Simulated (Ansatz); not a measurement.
Input file for Ansatz (a quantum-chemistry and plane-wave program):

Ansatz 0.2 input:
```yaml
crystal:
  lattice:
    - [0.0, 3.1069004015, 3.1069004015]
    - [3.1069004015, 0.0, 3.1069004015]
    - [3.1069004015, 3.1069004015, 0.0]
  atoms:
    - { symbol: Sb, position: [0.75, 0.75, 0.75] }
    - { symbol: Ga, position: [0.0, 0.0, 0.0] }
kpoints:
  mp_grid: { grid: [6, 6, 6] }
hamiltonian:
  xc: hse06
  pseudopotentials: { kind: paw }
scf:
  n_extra_bands: 6
  occupations: { method: gaussian, width: 0.02 }
output:
  eigenvalues: true
  eigenstates:
    e_range: [-9.0, 8.0]
    kpoints:
      - [0.0, 0.0, 0.0]  # GAMMA
      - [0.5, 0.0, 0.5]  # X
      - [0.5, 0.5, 0.5]  # L
      - [0.5, 0.25, 0.75]  # W
      - [0.375, 0.375, 0.75]  # K
      - [0.625, 0.25, 0.625]  # U
```

Output (shortened):

```
Pseudopotential: Sb, paw, valence charge 15
Pseudopotential: Ga, paw, valence charge 13
Functional definition: HSE06
Crystal: 2 atoms, lattice volume = 59.981 Å³
Basis set: ecut = 420 eV, 1211 PW (Γ)
Bands: 20, of which v1, the nominal top of the filled ones, is band 14 counted from 1 (13 counted from 0)
Symmetry: 24 space group operations
Space group: F-43m (ITA 216), of the structure as read, at distance tolerance 3.9e-5 Å
k-points: 16 of 216 (time reversal used)
SCF iter   1: F=—  HF=-10267.810610 eV  |F-HF|=—  |Δ(HF+E_count)|=         —  Δρ=1.07e-3  dr2=1.28e-3  ethr=1.77e-3  ⟨swp⟩=9.1  Hψ=1366  notcnv=0
preconditioner: auto → none
iter 2 solved again at ethr=4.38e-7 eV; its pass at ethr=4.58e-6 eV (dr2=1.23e-4 eV) is discarded
SCF iter   2: F=—  HF=-10267.810966 eV  |F-HF|=—  |Δ(HF+E_count)|=   3.56e-4  Δρ=3.76e-4  dr2=1.23e-4  ethr=4.38e-7  ⟨swp⟩=2.2  Hψ=1623  notcnv=0  defer=4
SCF iter   3: F=—  HF=-10267.811010 eV  |F-HF|=—  |Δ(HF+E_count)|=   4.40e-5  Δρ=2.07e-4  dr2=2.61e-5  ethr=4.38e-7  ⟨swp⟩=3.4  Hψ=697  notcnv=0  defer=3
SCF iter   4: F=—  HF=-10267.811034 eV  |F-HF|=—  |Δ(HF+E_count)|=   2.43e-5  Δρ=5.46e-5  dr2=1.19e-6  ethr=9.31e-8  ⟨swp⟩=3.2  Hψ=717  notcnv=0  defer=2
SCF iter   5: F=—  HF=-10267.811036 eV  |F-HF|=—  |Δ(HF+E_count)|=   2.14e-6  Δρ=2.04e-5  dr2=1.50e-7  ethr=4.25e-9  ⟨swp⟩=3.1  Hψ=730  notcnv=0  defer=1
SCF iter   6: F=—  HF=-10267.811037 eV  |F-HF|=—  |Δ(HF+E_count)|=   5.39e-7  Δρ=3.28e-6  dr2=3.50e-9  ethr=5.35e-10  ⟨swp⟩=3.1  Hψ=655  notcnv=0  defer=1
SCF iter   7: F=-10267.811037 eV  HF=-10267.811037 eV  |F-HF|=3.09e-10  |Δ(HF+E_count)|=   6.64e-9  Δρ=7.12e-7  dr2=1.50e-10  ethr=1.25e-11  ⟨swp⟩=4.1  Hψ=768  notcnv=0  defer=2
SCF 1 converged in 7 iterations: F = -10267.811037 eV  dr2 = 1.50e-10
Crystal: 2 atoms, lattice volume = 59.981 Å³
Exchange kernel: α = 0.2500, screened, ω = 0.2079 Å⁻¹, Wigner–Seitz truncation, v(0) = 1046.8654 eV·Å³, q-mesh 6×6×6, nearest image of the exchange supercell L …
Frozen-core exchange: fock
iter 1 solved again at ethr=6.05e-5 eV; its pass at ethr=1.00e-1 eV (dr2=1.70e-2 eV) is discarded
SCF iter   1: F=—  HF=-10272.648704 eV  |F-HF|=—  |Δ(HF+E_count)|=         —  Δρ=1.15e-2  dr2=2.88e-2  ethr=6.05e-5  ⟨swp⟩=4.9  Hψ=1776  notcnv=0
preconditioner: auto → none
SCF iter   2: F=—  HF=-10272.643829 eV  |F-HF|=—  |Δ(HF+E_count)|=   4.87e-3  Δρ=4.12e-3  dr2=4.41e-3  ethr=6.05e-5  ⟨swp⟩=4.2  Hψ=960  notcnv=0  defer=1
SCF iter   3: F=—  HF=-10272.644415 eV  |F-HF|=—  |Δ(HF+E_count)|=   5.86e-4  Δρ=1.53e-3  dr2=5.07e-4  ethr=1.09e-5  ⟨swp⟩=3.4  Hψ=697  notcnv=0  defer=3
SCF iter   4: F=—  HF=-10272.644474 eV  |F-HF|=—  |Δ(HF+E_count)|=   5.88e-5  Δρ=3.36e-4  dr2=3.25e-5  ethr=1.23e-6  ⟨swp⟩=3.2  Hψ=653  notcnv=0  defer=3
SCF iter   5: F=-10272.644462 eV  HF=-10272.644463 eV  |F-HF|=1.41e-6  |Δ(HF+E_count)|=   1.06e-5  Δρ=6.89e-5  dr2=1.70e-6  ethr=7.58e-8  ⟨swp⟩=4.1  Hψ=856  notcnv=0  defer=1
SCF 2 stopped early in 5 iterations: F = -10272.644462 eV  dr2 = 1.70e-6
hybrid outer 1: dexx = +1.088e-2 eV, tail = 5.27e-5 eV
Crystal: 2 atoms, lattice volume = 59.981 Å³
Exchange kernel: α = 0.2500, screened, ω = 0.2079 Å⁻¹, Wigner–Seitz truncation, v(0) = 1046.8654 eV·Å³, q-mesh 6×6×6, nearest image of the exchange supercell L …
Frozen-core exchange: fock
SCF iter   1: F=—  HF=-10272.644313 eV  |F-HF|=—  |Δ(HF+E_count)|=         —  Δρ=3.22e-5  dr2=9.19e-7  ethr=9.42e-7  ⟨swp⟩=4.4  Hψ=754  notcnv=0
preconditioner: auto → none
SCF iter   2: F=—  HF=-10272.644314 eV  |F-HF|=—  |Δ(HF+E_count)|=   1.44e-6  Δρ=1.97e-5  dr2=2.48e-7  ethr=2.96e-9  ⟨swp⟩=4.2  Hψ=882  notcnv=0
iter 3 solved again at ethr=5.63e-11 eV; its pass at ethr=8.79e-10 eV (dr2=1.58e-8 eV) is discarded
SCF iter   3: F=-10272.644314 eV  HF=-10272.644314 eV  |F-HF|=2.66e-9  |Δ(HF+E_count)|=   7.38e-9  Δρ=7.01e-6  dr2=1.64e-8  ethr=5.63e-11  ⟨swp⟩=4.2  Hψ=1373  notcnv=0  defer=5
SCF 3 converged in 3 iterations: F = -10272.644314 eV  dr2 = 1.64e-8
hybrid outer 2: dexx = +6.699e-7 eV, tail = 5.52e-8 eV, Δε = 4.18e-3 eV (about 1.97e-4 eV left of the loop's levels)
NSCF: frozen V_eff on 6 k-points
hybrid SCF converged: 2 outer / 8 inner (+7 warm-up), last move |dexx| = 6.70e-7 eV, tail = 5.52e-8 eV
Stability not checked (fock_operator)
Free energy (F): -10272.644314 eV
Frozen-core exchange: fock
Harris-Foulkes:  -10272.644314 eV  (|F-HF|=2.66e-9)
Internal energy: -10272.644314 eV  (E = F + TS)
E sigma→0 (E₀):  -10272.644314 eV
Fermi energy:    7.010266 eV
--- Per-component energies (eV) ---
  E_band       = -337.365707
  E_kinetic    = 320.674828
  E_local      = -3979.207167  (includes V_loc(G=0)·N_el)
  E_nonlocal   = 788.458000
  E_hartree    = 1832.095408
  E_xc         = -165.791659
  E_vxc        = -122.936122  (∫ρ·V_xc dr)
  E_exx        = -88.545351  (= α·E_x^exact, valence–valence)
  E_paw        = -6524.996477  (= ΣΔE_a)
  E_vpaw       = -831.458495  (= ΣTr[D̂ρ^β])
  E_aug_tail   = -0.000125  (compensation charges beyond the density's cutoff)
  E_ewald      = -2455.469329
  E_core_change = 0.137557  (= ΣΔE_core)
  E_smearing   =  0.000000  (= −TS)
  E_closure    =  0.000000  (closes the sum)
  Σ components = -10272.644314   (vs F -10272.644314, Δ=0.00e0)
  [band-id]    e_kinetic+e_local+e_nonlocal+2·e_hartree+e_vxc+2·e_exx+e_vpaw+e_augmentation_tail = -337.368967   (vs E_band -337.365707, Δ=-3.26e-3)
--- Band table (eV; the first three rows and the last of 16) ---
  k-point 0: bands = ["-24.1484", "-24.1484", "-24.1484", "-24.1278", "-24.1278", "-10.8848", "-10.8848", "-10.8848", "-10.8401", "-10.8401", "-5.4920", "6.7853", "6.7853", "6.7853", "7.2343", "10.2243", "10.2243", "10.2243", "13.3002", "16.2503"]
  k-point 1: bands = ["-24.1482", "-24.1478", "-24.1478", "-24.1276", "-24.1276", "-10.8887", "-10.8824", "-10.8824", "-10.8404", "-10.8404", "-5.1971", "4.0268", "6.3929", "6.3929", "8.2917", "10.7687", "10.7687", "11.3245", "14.5722", "15.1909"]
  k-point 2: bands = ["-24.1478", "-24.1466", "-24.1466", "-24.1272", "-24.1272", "-10.8964", "-10.8779", "-10.8779", "-10.8407", "-10.8407", "-4.4129", "1.3643", "5.8353", "5.8353", "7.8897", "11.2367", "11.2367", "13.9385", "14.5533", "15.7135"]
  k-point 15: bands = ["-24.1490", "-24.1450", "-24.1432", "-24.1284", "-24.1258", "-10.9103", "-10.8693", "-10.8664", "-10.8460", "-10.8398", "-2.9138", "-0.2913", "3.5480", "3.7415", "9.9549", "10.2334", "13.6024", "13.6332", "17.4620", "17.8162"]
```

Cost: around 90 core-seconds (rough) on shared cores.

Symmetry was held in the PBE relaxation; phonons on a q-mesh show no instability. Scalar-relativistic: spin–orbit coupling is off unless named, which matters more the heavier the elements.

Potentials: the later of the program's two PAW sets.

Ansatz is a plane-wave DFT program.
